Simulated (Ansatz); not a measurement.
# Property card for Mn₃GeN

Mn₃GeN:
```
Mn3GeN
1.0
    3.71675     0.00000     0.00000
    0.00000     3.71675     0.00000
    0.00000     0.00000     3.71675
Ge N Mn
1 1 3
Direct
  0.00000   0.00000   0.00000
  0.50000   0.50000   0.50000
  0.50000   0.50000   0.00000
  0.50000   0.00000   0.50000
  0.00000   0.50000   0.50000
```
The run is spin-polarised; directions of the spins, atom by atom: 0 0 ↑ ↑ ↑.

Space group Pm-3m (No. 221), anti-perovskite; conventional cell a = b = c = 3.717 Å, α = β = γ = 90.00°.

Method: plane-wave PAW PBEsol (Ansatz code). Structure relaxed to zero pressure with the same functional. Other levels are named where they apply.

### Cell and energy

```
Quantity                                                       Value
-----------------------------------------------------  -------------
Volume per atom                                             10.27 Å³
Density                                                   8.13 g/cm³
Formation energy from the elements (no fitted shifts)  -0.29 eV/atom
```

### Electronic structure

```
Item                                                                        Result
------------------------------------  --------------------------------------------
Electronic character                                             metallic (no gap)
Density of states at the Fermi level  0.88 states/eV per atom (mean over ±0.08 eV)
```

### Magnetism

```
Item                      Result
--------------  ----------------
Magnetic order     ferromagnetic
Net moment      0.42 μB per atom
```

### Mechanics

```
Quantity                             Result
----------------------------------  -------
Bulk modulus (Birch–Murnaghan fit)  262 GPa
Pressure derivative B′                  5.4
```

The start of the workflow was typed in or built on a structure type; neither database checked (COD, Materials Project) lists it. Its standing as an ambient phase is unchecked. The cell was relaxed with PBEsol under the symmetry of its start; whether a distortion lowers the energy is not shown. Spin order of the final state: ferromagnetic, chosen from 4 collinear starts compared on coarse meshes (ties went to the first, and starts can fall back to one state), not a proven ground state. The volume moved by -16 % from the start of the relaxation. No Hubbard U is applied. Point labels and valley counts follow the cell and symmetry of the run, lower than the named group. The references are the lowest solids computed at this level, not always the standard phases (solids in place of the gases). Spin–orbit coupling is left out wherever it is not named.

Potentials: the earlier of the program's two PAW sets. The files were generated under PBE; for other functionals the program regenerates the frozen cores, and for LDA and PBEsol the local potential too.
